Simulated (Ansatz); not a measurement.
TiTe₂:
```
CELL_PARAMETERS angstrom
      3.75227     0.00000     0.00000
     -1.87613     3.24956     0.00000
      0.00000     0.00000    33.00000
ATOMIC_POSITIONS crystal
  Ti 0.00000 0.00000 0.50000
  Te 0.33333 0.66667 0.44717
  Te 0.66667 0.33333 0.55283
```
Free-standing layer in the xy plane with vacuum along z and no interaction between images.

Relaxed with PBE. Special points in fractions of this cell's reciprocal vectors: Γ (0.000, 0.000, 0.000); M (0.500, 0.000, 0.000); K (0.333, 0.333, 0.000).

List the band energies nearest the Fermi level at these points for PBE with spin–orbit coupling in the plane-wave PAW code Ansatz.

In eV from the Fermi level; about four levels below and three above (degenerate sets whole), none deeper than 8.9 eV; points with the same levels are listed once.

```
k                    below                above
-  -----------------------  -------------------
Γ  -1.60 -1.60 -1.41 -1.41  0.35 0.35 0.36 0.36
M  -0.67 -0.67 -0.19 -0.19  1.13 1.13 1.46 1.46
K  -2.00 -2.00 -1.95 -1.95  1.00 1.00 1.11 1.11
```

Space group P-3m1 (1T). The layer was cut from a bulk entry of the Materials Project (measured or hypothetical); whether that bulk phase is the ambient one, and whether the layer has been isolated, was not checked. The PBE relaxation kept the symmetry of its start; whether a distortion lowers the energy is not shown. The run is not spin-polarised.

Potentials: the later of the program's two PAW sets.
